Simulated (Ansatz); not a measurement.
Input:

Zr:
```
Zr
1.0
    3.14324     0.00000     0.00000
   -1.57162     2.72212     0.00000
    0.00000     0.00000     5.09235
Zr
2
Cartesian
  0.00000   1.81475   1.27309
  1.57162   0.90737   3.81926
```

This is the LDA-relaxed structure. x, y and z are the axes in which the lattice vectors are written.

**Question.** All from the program Ansatz at the LDA level (PAW), unless another level is named. Estimate the Young's modulus.

**Answer.** 61.5 GPa.

**Question.** And the elastic constants (relaxed ions, GPa)?

**Answer.** C11 = 128, C12 = 89.7, C13 = 81.0, C33 = 175, C44 = 18.0.

Space group P6_3/mmc (hcp (Mg type)). Symmetry was held in the LDA relaxation. The run is not spin-polarised. As this level gives no gap, shear constants depend on the k-mesh and smearing (Fermi–Dirac, 0.1 eV here).

Potentials: the earlier of the program's two PAW sets. The files were generated under PBE; for other functionals the program regenerates the frozen cores, and for LDA and PBEsol the local potential too.
